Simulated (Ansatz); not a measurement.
Mo (bcc, W type)

```
CELL_PARAMETERS angstrom
     -1.58038     1.58038     1.58038
      1.58038    -1.58038     1.58038
      1.58038     1.58038    -1.58038
ATOMIC_POSITIONS crystal
  Mo 0.00000 0.00000 0.00000
```

Computed with PBE (plane waves to 420 eV, PAW, scalar-relativistic; Ansatz, a program for electronic structure). Harmonic phonons by density-functional perturbation theory on a 22×22×22 k mesh, in cm⁻¹ and rounded to 5; i marks imaginary ones, q is in fractions of the reciprocal vectors of the cell shown, and the three acoustic modes at Γ are left out. The program warned that its band solver left a few bands short of their tolerance. Mo is run without spin polarisation. Mo was relaxed with its symmetry unable to fall. The PAW data are Ansatz's earlier set.

Question: Does any mode at N = (0.5, 0.0, 0.0), H = (0.5, 0.5, 0.5) come out imaginary?

Answer: No imaginary mode at these points (lowest 120 cm⁻¹ at N = (0.5, 0.0, 0.0)); other wave vectors were not tested.

Question: List the wavenumbers at N = (0.5, 0.0, 0.0), H = (0.5, 0.5, 0.5), with degeneracies.

Answer: 
```
q                    wavenumbers (cm⁻¹)
-------------------  ------------------
N = (0.5, 0.0, 0.0)       120, 195, 260
H = (0.5, 0.5, 0.5)            150 (×3)
```
